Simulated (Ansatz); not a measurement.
A strain series on Si₃N₄ (P6_3/m) from a database structure with HSE06 in Ansatz; the unstrained cell is the r2SCAN minimum. Spin-unpolarised throughout; all numbers are computed.

Input of the unstrained run:
```yaml
crystal:
  lattice:
    - [7.6056640558, 0.0, 0.0]
    - [-3.8028320279, 6.586698285, 0.0]
    - [0.0, 0.0, 2.9056464664]
  atoms:
    - { symbol: Si, position: [0.2306108591, 0.8245677903, 0.75] }
    - { symbol: Si, position: [0.4060430687, 0.2306108591, 0.25] }
    - { symbol: Si, position: [0.8245677903, 0.5939569313, 0.25] }
    - { symbol: Si, position: [0.1754322097, 0.4060430687, 0.75] }
    - { symbol: Si, position: [0.5939569313, 0.7693891409, 0.75] }
    - { symbol: Si, position: [0.7693891409, 0.1754322097, 0.25] }
    - { symbol: "N", position: [0.3333333333, 0.6666666667, 0.75] }
    - { symbol: "N", position: [0.6666666667, 0.3333333333, 0.25] }
    - { symbol: "N", position: [0.9687373408, 0.6696818164, 0.75] }
    - { symbol: "N", position: [0.2990555244, 0.9687373408, 0.25] }
    - { symbol: "N", position: [0.6696818164, 0.7009444756, 0.25] }
    - { symbol: "N", position: [0.3303181836, 0.2990555244, 0.75] }
    - { symbol: "N", position: [0.0312626592, 0.3303181836, 0.25] }
    - { symbol: "N", position: [0.7009444756, 0.0312626592, 0.75] }
kpoints:
  mp_grid: { grid: [3, 3, 6] }
  band_path:
    path:
      - [0.0, 0.0, 0.0]
      - [0.5, 0.0, 0.0]
      - [0.3333333333, 0.3333333333, 0.0]
      - [0.0, 0.0, 0.5]
      - [0.5, 0.0, 0.5]
      - [0.3333333333, 0.3333333333, 0.5]
      - [0.0, 0.0, 0.171875]
    npoints: 1
hamiltonian:
  xc: hse06
scf:
  occupations: { method: fixed }
  n_extra_bands: 7
output:
  forces: true
  stress: true
  eigenvalues: true
```

Its main results, and the levels near the gap at the points of the path (eV from the Fermi energy, bands numbered from 0, names kept under strain):
```
Crystal: 14 atoms, lattice volume = 145.562 Å³
Basis set: ecut = 420 eV, 2823 PW (Γ)
Symmetry: 12 space group operations
Space group: P63/m (ITA 176)
k-points: 12 of 54
Free energy (F): -6905.118047 eV
Fermi energy:    7.379321 eV
--- Forces (eV/Å), atoms counted from 1 ---
  atom   1  Si      0.02618      0.00328      0.00000
  atom   2  Si      0.01026      0.02431      0.00000
  atom   3  Si      0.01593    -0.02104      0.00000
  atom   4  Si    -0.01593      0.02104      0.00000
  atom   5  Si    -0.01026    -0.02431      0.00000
  atom   6  Si    -0.02618    -0.00328      0.00000
  atom   7  N       0.00000      0.00000      0.00000
  atom   8  N       0.00000      0.00000      0.00000
  atom   9  N     -0.01113      0.00244      0.00000
  atom  10  N     -0.00768    -0.00842      0.00000
  atom  11  N     -0.00345      0.01086      0.00000
  atom  12  N       0.00345    -0.01086      0.00000
  atom  13  N       0.01113    -0.00244      0.00000
  atom  14  N       0.00768      0.00842      0.00000
--- Stress (GPa, compression-positive) ---
       -0.638798       0.000002       0.000000
       -0.000002      -0.638798       0.000000
        0.000000       0.000000      -0.690390
  P = ⅓ Tr σ = -0.6560 GPa (-6.560 kbar)
```
```tsv
point	band_29	band_30	band_31	band_32	band_33	band_34
Γ	-0.504	-0.442	-0.232	5.774	6.170	6.385
M	-0.841	-0.368	-0.290	6.077	6.194	6.361
K	-1.225	-0.324	-0.324	6.164	6.333	6.333
A	-1.763	-1.425	-1.425	6.119	6.119	6.119
L	-1.624	-1.127	-1.127	6.227	6.227	7.318
H	-1.512	-1.192	-1.192	6.486	6.486	7.287
(0,0,0.172)	-1.332	-1.253	0.000	7.205	7.509	7.509
```

Isotropic -3.0 % on every length. The input changes in these blocks:
```yaml
crystal:
  lattice:
    - [7.3774941341, 0.0, 0.0]
    - [-3.6887470671, 6.3890973364, 0.0]
    - [0.0, 0.0, 2.8184770724]
  atoms:
    - { symbol: Si, position: [0.2362845428, 0.8298569177, 0.75] }
    - { symbol: Si, position: [0.4064276252, 0.2362845428, 0.25] }
    - { symbol: Si, position: [0.8298569177, 0.5935723748, 0.25] }
    - { symbol: Si, position: [0.1701430823, 0.4064276252, 0.75] }
    - { symbol: Si, position: [0.5935723748, 0.7637154572, 0.75] }
    - { symbol: Si, position: [0.7637154572, 0.1701430823, 0.25] }
    - { symbol: "N", position: [0.3333333333, 0.6666666667, 0.75] }
    - { symbol: "N", position: [0.6666666667, 0.3333333333, 0.25] }
    - { symbol: "N", position: [0.9741331872, 0.6710468702, 0.75] }
    - { symbol: "N", position: [0.303086317, 0.9741331872, 0.25] }
    - { symbol: "N", position: [0.6710468702, 0.696913683, 0.25] }
    - { symbol: "N", position: [0.3289531298, 0.303086317, 0.75] }
    - { symbol: "N", position: [0.0258668128, 0.3289531298, 0.25] }
    - { symbol: "N", position: [0.696913683, 0.0258668128, 0.75] }
kpoints:
  mp_grid: { grid: [3, 3, 6] }
  band_path:
    path:
      - [0.0, 0.0, 0.0]
      - [0.5, 0.0, 0.0]
      - [0.3333333333, 0.3333333333, 0.0]
      - [0.0, 0.0, 0.5]
      - [0.5, 0.0, 0.5]
      - [0.3333333333, 0.3333333333, 0.5]
      - [0.0, 0.0, 0.15625]
    npoints: 1
```

```
Crystal: 14 atoms, lattice volume = 132.850 Å³
Basis set: ecut = 420 eV, 2637 PW (Γ)
Symmetry: 12 space group operations
Space group: P63/m (ITA 176)
k-points: 12 of 54
Free energy (F): -6904.153451 eV
Fermi energy:    8.512795 eV
--- Forces (eV/Å), atoms counted from 1 ---
  atom   1  Si      0.04006      0.00769      0.00000
  atom   2  Si      0.01337      0.03854      0.00000
  atom   3  Si      0.02669    -0.03085      0.00000
  atom   4  Si    -0.02669      0.03085      0.00000
  atom   5  Si    -0.01337    -0.03854      0.00000
  atom   6  Si    -0.04006    -0.00769      0.00000
  atom   7  N       0.00000      0.00000      0.00000
  atom   8  N       0.00000      0.00000      0.00000
  atom   9  N       0.00137      0.00300      0.00000
  atom  10  N     -0.00191      0.00269      0.00000
  atom  11  N       0.00328      0.00031      0.00000
  atom  12  N     -0.00328    -0.00031      0.00000
  atom  13  N     -0.00137    -0.00300      0.00000
  atom  14  N       0.00191    -0.00269      0.00000
--- Stress (GPa, compression-positive) ---
       26.350076       0.000002       0.000000
       -0.000002      26.350076       0.000000
        0.000000       0.000000      28.281390
  P = ⅓ Tr σ = 26.9938 GPa (269.938 kbar)
```
```tsv
point	band_29	band_30	band_31	band_32	band_33	band_34
Γ	-0.559	-0.413	-0.229	6.152	6.530	6.990
M	-0.875	-0.392	-0.299	6.576	6.704	6.825
K	-1.310	-0.339	-0.339	6.683	6.834	6.834
A	-1.911	-1.674	-1.674	6.406	6.406	6.406
L	-1.763	-1.280	-1.280	6.626	6.626	7.665
H	-1.626	-1.372	-1.372	6.955	6.955	7.506
(0,0,0.156)	-1.443	-1.269	0.001	7.254	7.985	8.103
```

HSE06: the gap goes from 5.774 to 6.151 eV (+0.377 eV); the edges go from Γ–A (0.34) → Γ to Γ–A (0.31) → Γ.

Isotropic -2.0 % on every length. The input changes in these blocks:
```yaml
crystal:
  lattice:
    - [7.4535507747, 0.0, 0.0]
    - [-3.7267753873, 6.4549643193, 0.0]
    - [0.0, 0.0, 2.8475335371]
  atoms:
    - { symbol: Si, position: [0.2341908837, 0.8279094737, 0.75] }
    - { symbol: Si, position: [0.40628141, 0.2341908837, 0.25] }
    - { symbol: Si, position: [0.8279094737, 0.59371859, 0.25] }
    - { symbol: Si, position: [0.1720905263, 0.40628141, 0.75] }
    - { symbol: Si, position: [0.59371859, 0.7658091163, 0.75] }
    - { symbol: Si, position: [0.7658091163, 0.1720905263, 0.25] }
    - { symbol: "N", position: [0.3333333333, 0.6666666667, 0.75] }
    - { symbol: "N", position: [0.6666666667, 0.3333333333, 0.25] }
    - { symbol: "N", position: [0.9721564519, 0.6705090459, 0.75] }
    - { symbol: "N", position: [0.301647406, 0.9721564519, 0.25] }
    - { symbol: "N", position: [0.6705090459, 0.698352594, 0.25] }
    - { symbol: "N", position: [0.3294909541, 0.301647406, 0.75] }
    - { symbol: "N", position: [0.0278435481, 0.3294909541, 0.25] }
    - { symbol: "N", position: [0.698352594, 0.0278435481, 0.75] }
kpoints:
  mp_grid: { grid: [3, 3, 6] }
  band_path:
    path:
      - [0.0, 0.0, 0.0]
      - [0.5, 0.0, 0.0]
      - [0.3333333333, 0.3333333333, 0.0]
      - [0.0, 0.0, 0.5]
      - [0.5, 0.0, 0.5]
      - [0.3333333333, 0.3333333333, 0.5]
      - [0.0, 0.0, 0.161458]
    npoints: 1
```

```
Crystal: 14 atoms, lattice volume = 137.002 Å³
Basis set: ecut = 420 eV, 2685 PW (Γ)
Symmetry: 12 space group operations
Space group: P63/m (ITA 176)
k-points: 12 of 54
Free energy (F): -6904.713925 eV
Fermi energy:    8.121169 eV
--- Forces (eV/Å), atoms counted from 1 ---
  atom   1  Si      0.03499      0.00605      0.00000
  atom   2  Si      0.01225      0.03333      0.00000
  atom   3  Si      0.02274    -0.02727      0.00000
  atom   4  Si    -0.02274      0.02727      0.00000
  atom   5  Si    -0.01225    -0.03333      0.00000
  atom   6  Si    -0.03499    -0.00605      0.00000
  atom   7  N       0.00000      0.00000      0.00000
  atom   8  N       0.00000      0.00000      0.00000
  atom   9  N     -0.00393      0.00300      0.00000
  atom  10  N     -0.00456    -0.00190      0.00000
  atom  11  N       0.00063      0.00491      0.00000
  atom  12  N     -0.00063    -0.00491      0.00000
  atom  13  N       0.00393    -0.00300      0.00000
  atom  14  N       0.00456      0.00190      0.00000
--- Stress (GPa, compression-positive) ---
       16.305007       0.000002       0.000000
       -0.000002      16.305007       0.000000
        0.000000       0.000000      17.444297
  P = ⅓ Tr σ = 16.6848 GPa (166.848 kbar)
```
```tsv
point	band_29	band_30	band_31	band_32	band_33	band_34
Γ	-0.540	-0.425	-0.231	6.026	6.454	6.783
M	-0.865	-0.385	-0.297	6.416	6.532	6.668
K	-1.283	-0.335	-0.335	6.510	6.666	6.666
A	-1.863	-1.584	-1.584	6.314	6.314	6.314
L	-1.718	-1.227	-1.227	6.500	6.500	7.559
H	-1.590	-1.308	-1.308	6.803	6.803	7.440
(0,0,0.161)	-1.406	-1.264	0.000	7.263	7.902	7.902
```

HSE06: the gap goes from 5.774 to 6.025 eV (+0.251 eV); the edges go from Γ–A (0.34) → Γ to Γ–A (0.32) → Γ.

Isotropic -1.0 % on every length. The input changes in these blocks:
```yaml
crystal:
  lattice:
    - [7.5296074153, 0.0, 0.0]
    - [-3.7648037076, 6.5208313022, 0.0]
    - [0.0, 0.0, 2.8765900017]
  atoms:
    - { symbol: Si, position: [0.2323072919, 0.8261484051, 0.75] }
    - { symbol: Si, position: [0.4061588868, 0.2323072919, 0.25] }
    - { symbol: Si, position: [0.8261484051, 0.5938411132, 0.25] }
    - { symbol: Si, position: [0.1738515949, 0.4061588868, 0.75] }
    - { symbol: Si, position: [0.5938411132, 0.7676927081, 0.75] }
    - { symbol: Si, position: [0.7676927081, 0.1738515949, 0.25] }
    - { symbol: "N", position: [0.3333333333, 0.6666666667, 0.75] }
    - { symbol: "N", position: [0.6666666667, 0.3333333333, 0.25] }
    - { symbol: "N", position: [0.9703605768, 0.6700469691, 0.75] }
    - { symbol: "N", position: [0.3003136078, 0.9703605768, 0.25] }
    - { symbol: "N", position: [0.6700469691, 0.6996863922, 0.25] }
    - { symbol: "N", position: [0.3299530309, 0.3003136078, 0.75] }
    - { symbol: "N", position: [0.0296394232, 0.3299530309, 0.25] }
    - { symbol: "N", position: [0.6996863922, 0.0296394232, 0.75] }
kpoints:
  mp_grid: { grid: [3, 3, 6] }
  band_path:
    path:
      - [0.0, 0.0, 0.0]
      - [0.5, 0.0, 0.0]
      - [0.3333333333, 0.3333333333, 0.0]
      - [0.0, 0.0, 0.5]
      - [0.5, 0.0, 0.5]
      - [0.3333333333, 0.3333333333, 0.5]
      - [0.0, 0.0, 0.166667]
    npoints: 1
output:
  forces: true
  stress: true
  eigenvalues: true
  write_density: true
  write_potential: true
  elf: true
  volumetric_format: npy
```

```
Crystal: 14 atoms, lattice volume = 141.239 Å³
Basis set: ecut = 420 eV, 2757 PW (Γ)
Symmetry: 12 space group operations
Space group: P63/m (ITA 176)
k-points: 12 of 54
Free energy (F): -6905.029642 eV
Fermi energy:    7.743651 eV
--- Forces (eV/Å), atoms counted from 1 ---
  atom   1  Si      0.02979      0.00465      0.00000
  atom   2  Si      0.01087      0.02812      0.00000
  atom   3  Si      0.01892    -0.02348      0.00000
  atom   4  Si    -0.01892      0.02348      0.00000
  atom   5  Si    -0.01087    -0.02812      0.00000
  atom   6  Si    -0.02979    -0.00465      0.00000
  atom   7  N       0.00000      0.00000      0.00000
  atom   8  N       0.00000      0.00000      0.00000
  atom   9  N     -0.00794      0.00405      0.00000
  atom  10  N     -0.00747    -0.00485      0.00000
  atom  11  N     -0.00046      0.00890      0.00000
  atom  12  N       0.00046    -0.00890      0.00000
  atom  13  N       0.00794    -0.00405      0.00000
  atom  14  N       0.00747      0.00485      0.00000
--- Stress (GPa, compression-positive) ---
        7.336146       0.000002       0.000000
       -0.000002       7.336146       0.000000
        0.000000       0.000000       7.822951
  P = ⅓ Tr σ = 7.4984 GPa (74.984 kbar)
```
```tsv
point	band_29	band_30	band_31	band_32	band_33	band_34
Γ	-0.522	-0.434	-0.232	5.900	6.337	6.582
M	-0.854	-0.377	-0.294	6.249	6.362	6.514
K	-1.254	-0.330	-0.330	6.337	6.499	6.499
A	-1.814	-1.502	-1.502	6.219	6.219	6.219
L	-1.671	-1.176	-1.176	6.367	6.367	7.444
H	-1.552	-1.248	-1.248	6.647	6.647	7.367
(0,0,1/6)	-1.369	-1.259	0.000	7.251	7.705	7.705
```

HSE06: the gap goes from 5.774 to 5.900 eV (+0.126 eV); the edges go from Γ–A (0.34) → Γ to Γ–A (0.33) → Γ.

Isotropic +1.0 % on every length. The input changes in these blocks:
```yaml
crystal:
  lattice:
    - [7.6817206964, 0.0, 0.0]
    - [-3.8408603482, 6.6525652678, 0.0]
    - [0.0, 0.0, 2.9347029311]
  atoms:
    - { symbol: Si, position: [0.2290856309, 0.8231467635, 0.75] }
    - { symbol: Si, position: [0.4059388673, 0.2290856309, 0.25] }
    - { symbol: Si, position: [0.8231467635, 0.5940611327, 0.25] }
    - { symbol: Si, position: [0.1768532365, 0.4059388673, 0.75] }
    - { symbol: Si, position: [0.5940611327, 0.7709143691, 0.75] }
    - { symbol: Si, position: [0.7709143691, 0.1768532365, 0.25] }
    - { symbol: "N", position: [0.3333333333, 0.6666666667, 0.75] }
    - { symbol: "N", position: [0.6666666667, 0.3333333333, 0.25] }
    - { symbol: "N", position: [0.9672689062, 0.6693634603, 0.75] }
    - { symbol: "N", position: [0.2979054458, 0.9672689062, 0.25] }
    - { symbol: "N", position: [0.6693634603, 0.7020945542, 0.25] }
    - { symbol: "N", position: [0.3306365397, 0.2979054458, 0.75] }
    - { symbol: "N", position: [0.0327310938, 0.3306365397, 0.25] }
    - { symbol: "N", position: [0.7020945542, 0.0327310938, 0.75] }
```

```
Crystal: 14 atoms, lattice volume = 149.973 Å³
Basis set: ecut = 420 eV, 2931 PW (Γ)
Symmetry: 12 space group operations
Space group: P63/m (ITA 176)
k-points: 12 of 54
Free energy (F): -6904.998373 eV
Fermi energy:    7.027812 eV
--- Forces (eV/Å), atoms counted from 1 ---
  atom   1  Si      0.02394      0.00200      0.00000
  atom   2  Si      0.01024      0.02173      0.00000
  atom   3  Si      0.01370    -0.01973      0.00000
  atom   4  Si    -0.01370      0.01973      0.00000
  atom   5  Si    -0.01024    -0.02173      0.00000
  atom   6  Si    -0.02394    -0.00200      0.00000
  atom   7  N       0.00000      0.00000      0.00000
  atom   8  N       0.00000      0.00000      0.00000
  atom   9  N     -0.01459      0.00188      0.00000
  atom  10  N     -0.00893    -0.01169      0.00000
  atom  11  N     -0.00566      0.01358      0.00000
  atom  12  N       0.00566    -0.01358      0.00000
  atom  13  N       0.01459    -0.00188      0.00000
  atom  14  N       0.00893      0.01169      0.00000
--- Stress (GPa, compression-positive) ---
       -7.712045       0.000002       0.000000
       -0.000002      -7.712045       0.000000
        0.000000       0.000000      -8.204467
  P = ⅓ Tr σ = -7.8762 GPa (-78.762 kbar)
```
```tsv
point	band_29	band_30	band_31	band_32	band_33	band_34
Γ	-0.486	-0.449	-0.230	5.648	5.946	6.194
M	-0.826	-0.358	-0.285	5.900	6.028	6.209
K	-1.196	-0.317	-0.317	5.993	6.169	6.169
A	-1.713	-1.355	-1.355	6.016	6.016	6.016
L	-1.578	-1.080	-1.080	6.081	6.081	7.181
H	-1.472	-1.139	-1.139	6.321	6.321	7.201
(0,0,0.172)	-1.293	-1.215	0.000	7.046	7.304	7.304
```

HSE06: the gap goes from 5.774 to 5.648 eV (-0.126 eV).

The program warns that its thresholds are loose for a hybrid's stress.

The meshes of the hybrids are coarse, so their gaps aren't converged to the digits shown.
